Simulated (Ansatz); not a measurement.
## Zincblende alloy of ZnSe and BeSe (52 of 64 Zn sites exchanged), 128 atoms

Ansatz, PAW, plane waves. PBEsol relaxation of volume and atoms (shape held) at the single k point (½, ½, ½); single points on the relaxed atoms at the Γ point alone, onto which points of the small cell's zone fold. Arrangement: quasirandom. No spin–orbit coupling unless named.

Relaxed structure:

```xyz
128
Lattice="0.0000 10.4498 10.4498 10.4498 0.0000 10.4498 10.4498 10.4498 0.0000" Properties=species:S:1:pos:R:3 pbc="T T T"
Be   10.4573   10.4567   20.8804
Be   15.6496   10.4649    5.2242
Be    5.2143    5.2270    0.0484
Be    5.2168    5.2386    5.1984
Be    5.1948   10.4146    5.2223
Be    5.2044   10.4621   10.4411
Be   10.4354    5.2464    5.2502
Be   10.4447    5.2252   10.4548
Be   10.4704   10.4320    5.2325
Be   10.4408   10.4123   10.4663
Be   10.4752   10.4224   15.6667
Be   15.6521   10.4597   10.4573
Be   13.0306    2.6041   10.4703
Be    2.6682    2.5527    5.1623
Be   13.0768    7.8889   15.6510
Be    2.5796    7.9615   10.4221
Be    7.8573    2.6092   10.4164
Be    7.8396    7.8450    0.0084
Be    7.8272    7.8022    5.2494
Be    7.8862    7.8577   10.4209
Be    7.8965    7.8973   15.6722
Be    7.8336   13.0265    5.1931
Be    7.8005   13.0310   10.5049
Be   12.9702    7.8933    5.2536
Be   13.0286    7.8284   10.4724
Be   13.0790   12.9333   10.4767
Be   12.9934   12.9959   15.6745
Be    2.5754    0.0307    2.6049
Be    2.6310    5.2193    2.5884
Be   13.0334   10.4410   18.2805
Be   18.3085   10.4548    7.8704
Be    7.8048    5.2436    2.6158
Be    7.8570    5.2466    7.8383
Be    7.8927    5.1991   13.0289
Be    7.8315   10.3959    7.8333
Be    7.8561   10.4481   13.0390
Be   18.2883   15.7133   18.3147
Be   12.9747    5.2184    7.8637
Be   13.0535   10.4380    7.8306
Be   13.0622   10.4328   13.0620
Be    0.0302    2.6162    2.5902
Be   10.4240    7.9238   18.2789
Be    5.1961   13.0601   13.0304
Be   15.6739   12.9960    7.8264
Be   15.6421    7.8091   13.0651
Be    5.2479    7.8952    7.8180
Be   10.4674    2.6122    7.8657
Be   10.4404    7.8700    2.6316
Be   10.4399    7.8396    7.8405
Be   10.4511    7.8546   13.0344
Be   10.4349   12.9926   13.0650
Be   15.6712   12.9963   13.0592
Zn   10.4452    5.2404   15.6447
Zn    5.2622    5.1898   10.4335
Zn   10.4040   15.7011   10.5019
Zn   15.7062   15.6377   15.6899
Zn    7.8390    2.6223    5.2329
Zn    2.6858    5.2487    7.8210
Zn    7.8427   10.4603    2.6407
Zn   13.0135   15.6385   13.1029
Zn    5.2614    7.9264   13.0633
Zn    5.2472   13.0594    7.8597
Zn   10.4258   12.9962    7.8514
Zn   15.6638    7.8734    7.8866
Se    1.2787    1.3094    1.3049
Se    1.3040    6.7216    6.5342
Se    6.4625    1.1984    6.6135
Se    6.5293    6.5586    1.3107
Se    6.5226    6.5193    6.5498
Se    6.7085    6.5414   11.7550
Se    6.5985   11.6523    6.4408
Se    6.4982   11.7418   11.7705
Se   11.7316    6.5590    6.5500
Se   11.7429    6.5277   11.7718
Se   11.8460   11.6807    6.4472
Se   11.7479   11.7095   11.7649
Se   11.7303   11.7310   16.9960
Se   11.7777   17.1794   11.7663
Se   16.9167   11.8230   11.6685
Se   17.1475   17.0243   16.9830
Se    3.9120    3.9072    1.2921
Se    4.0168    3.8156    6.4288
Se    3.9148    9.1740    6.5380
Se    3.8364    9.2665   11.6901
Se    9.2324    4.0102    6.6284
Se    9.1700    3.9048   11.7414
Se    9.2197    9.0833    1.2395
Se    9.1500    9.1306    6.5321
Se    9.1559    9.1402   11.7475
Se    9.1580    9.1980   16.9853
Se    8.9685   14.3621    6.5430
Se    9.0506   14.2706   11.8739
Se   14.2786    9.2121    6.4599
Se   14.3644    9.1348   11.7582
Se   14.3556   14.1862   11.7698
Se   14.1641   14.3453   16.9861
Se    3.9462    1.2861    3.8743
Se    3.8872    6.5300    3.9255
Se    3.9502    6.7485    9.1786
Se    3.8248   11.6872    9.2145
Se    9.1658    1.3141    9.1486
Se    9.1389    6.5331    3.9196
Se    9.1569    6.5447    9.1469
Se    9.0744    6.6314   14.2651
Se    9.2699   11.8438    4.0050
Se    9.0330   11.6428    9.2469
Se    9.2174   11.6502   14.3040
Se    9.0846   17.0817    9.0568
Se   14.2715    6.4410    9.2279
Se   14.3604   11.7144    9.1292
Se   14.3628   11.7341   14.3829
Se   14.2851   17.1022   14.4721
Se    1.4113    3.8446    3.8387
Se    1.2738    9.1913    9.1193
Se    6.4382    4.0006    3.8315
Se    6.6219    3.8210    9.0150
Se    6.4428    9.0375    3.9919
Se    6.5291    9.1527    9.1519
Se    6.6345    9.2773   14.4777
Se    6.6135   14.4708    9.2571
Se   11.7355    3.9085    9.1794
Se   11.7240    9.1716    3.9070
Se   11.7516    9.1408    9.1438
Se   11.7689    9.1426   14.3541
Se   11.8592   14.2789    9.2532
Se   11.6125   14.2555   14.4580
Se   17.0690    9.2481    9.2677
Se   17.0549   14.2671   14.2515
```

Question: What are the mean bond lengths by pair (pairs within 1.2 times the sum of covalent radii, less contacts 15 % beyond the pair's median; cation–cation pairs of compounds aside; long ionic contacts are cut short by that bound)?

Answer: Be–Se 2.234 ± 0.019 Å (standard deviation, 208 bonds); Se–Zn 2.395 ± 0.011 Å (standard deviation, 48 bonds).

Question: What gap lies between the top filled and the lowest empty level in the single points?

Answer: HSE06 3.42 eV (99 s on NVIDIA GB200).
